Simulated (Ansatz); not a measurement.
ZrMo2:
```
CELL_PARAMETERS angstrom
      0.00000     3.76611     3.76611
      3.76611     0.00000     3.76611
      3.76611     3.76611     0.00000
ATOMIC_POSITIONS crystal
  Mo 0.12500 0.12500 0.12500
  Mo 0.62500 0.12500 0.12500
  Mo 0.12500 0.12500 0.62500
  Mo 0.12500 0.62500 0.12500
  Zr 0.50000 0.50000 0.50000
  Zr 0.75000 0.75000 0.75000
```

Relaxed with PBEsol.

Map the valence electron density (e/Å³), cut off at 3 on the plane through (0.125, 0.125, 0.125) spanned by u = [1, 0, 0] and v = [-1, 1, 1] in lattice vectors, from plane-wave PAW PBEsol (Ansatz code).

x is the fraction of u, y of v (the angle between them is 90°; rows are the nearest grid lines); atoms in the plane: Mo at (0.00, 0.00), Mo at (0.50, 0.00), Zr at (0.75, 0.38), Zr at (0.25, 0.62).
```
|9999521013999999993101259999|
|9998310012599999952100138999|
|9984100001269999621000114899|
|1110000000001111100000001111|
|0000000000000000000000000000|
|0000000000000000000000000000|
|0000123331100000000000000000|
|0013799999510000000000000000|
|0015999999730000000000000000|
|0015999999831000000000000000|
|0002599997310000000000000000|
|0000245653100000000000000000|
|0000000000000000013565420000|
|0000000000000000137999952000|
|0000000000000001389999995100|
|0000000000000000379999995100|
|0000000000000000159999973100|
|0000000000000000011333210000|
|0000000000000000000000000000|
|0000000000000000000000000000|
|1111000000011111000000000111|
|9984110001269999621000014899|
|9998310012599999952100138999|
|9999521013999999993101259999|
```
Scale: ten equal steps from 0.148 (start of '0') to 3.00 (end of '9'), in the order '0123456789'; x runs from 0.000 to 1.00, y from 0.000 (bottom) to 1.00 (top).

The density is the valence pseudo-density with augmentation charge, so density and ELF within about 1 Å of a nucleus are not all-electron values.

Space group Fd-3m (cubic Laves (MgCu2 type)). The workflow started from an entry of the Crystallography Open Database (COD). Its standing as an ambient phase is unchecked. Symmetry was held in the PBEsol relaxation; whether a distortion lowers the energy is not shown. The run is not spin-polarised.

Potentials: the later of the program's two PAW sets.
